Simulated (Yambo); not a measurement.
BSE-type run in Yambo on CsCdF3 (cubic perovskite, space group Pm-3m, No. 221), at zero momentum.

Quantum ESPRESSO step (LDA, PseudoDojo standard norm-conserving files, scalar-relativistic):
```
&CONTROL
  calculation = 'nscf'
  pseudo_dir = './pseudo'
  outdir = './out'
/
&SYSTEM
  ibrav = 0
  nat = 5
  ntyp = 3
  ecutwfc = 102.0
  ecutrho = 408.0
  occupations = 'fixed'
  force_symmorphic = .true.
  nbnd = 62
/
&ELECTRONS
  conv_thr = 5e-09
  diago_full_acc = .true.
  diago_thr_init = 1e-08
/
ATOMIC_SPECIES
F 18.9984 F.upf
Cd 112.4140 Cd.upf
Cs 132.9055 Cs.upf
CELL_PARAMETERS angstrom
  4.486810000000   0.000000000000   0.000000000000
  0.000000000000   4.486810000000   0.000000000000
  0.000000000000   0.000000000000   4.486810000000
ATOMIC_POSITIONS crystal
F   0.000000000000   0.500000000000   0.500000000000
F   0.500000000000   0.000000000000   0.500000000000
F   0.500000000000   0.500000000000   0.000000000000
Cd   0.500000000000   0.500000000000   0.500000000000
Cs   0.000000000000   0.000000000000   0.000000000000
K_POINTS automatic
8 8 8 0 0 0
```

Yambo input:
```
rim_cut
optics
bse
bss
dipoles
em1s
RandQpts= 1000000
RandGvec= 1 Ry
FFTGvecs= 40 Ry
Chimod= "HARTREE"
BSKmod= "SEX"
BSEmod= "resonant"
BSSmod= "hs"
BSENGexx= 15 Ry
BSENGBlk= 3 Ry
% KfnQP_E
 3.441 | 1.0 | 1.0 |
%
% BSEQptR
 1 | 1 |
%
% BSEBands
 17 | 28 |
%
% BEnRange
 0.0 | 12.6 | eV
%
% BDmRange
 0.15 | 0.15 | eV
%
BEnSteps= 252
% BLongDir
 1.0 | 0.0 | 0.0 |
%
BSHayTrs= -0.02
BSSNEig= 24
WRbsWF
% BndsRnXs
 5 | 56 |
%
NGsBlkXs= 3 Ry
% LongDrXs
 1.0 | 1.0 | 1.0 |
%
```

From the report:

The dimension is k points × valence × conduction bands = 512 × 9 × 3 = 13824.
```
   [SLEPC] Approach                          : Krylov-Schur
   [SLEPC] Number of requested eigenvalues   :  24
   [SLEPC] Number of eigenvalues        [NEV]:  24
    [K] Dimension                                    :  13824
    [K] Bands                                        :  17  28
    [K] Exchange res                                 : yes
    [K] Correlation res                              : yes
    [K] W interaction is bare                        : no
    [K] RL vectors exchange                          :   691
    [K] RL vectors correlation                       :   81
    [W] Matrix size                                  :   81
    [W] Bands                                        :    5   56
    [W] Coulomb Cutoff                               : none
    [W] Hxc Kernel                                   : HARTREE
```
Lowest eigenvalues (eV; in brackets the number of states within 2 meV): 6.87 (3), 7.12 (3), 7.32 (3), 7.44 (3), 7.48 (3), 7.53 (2). They depend on the mesh, which isn't converged, and on the G0W0 scissor.

Spin-orbit coupling is not included.

Geometry of the Materials Project entry, not relaxed at this level.

The structure is a Materials Project entry; no match was found in the copy of COD used, and its stability was not checked.
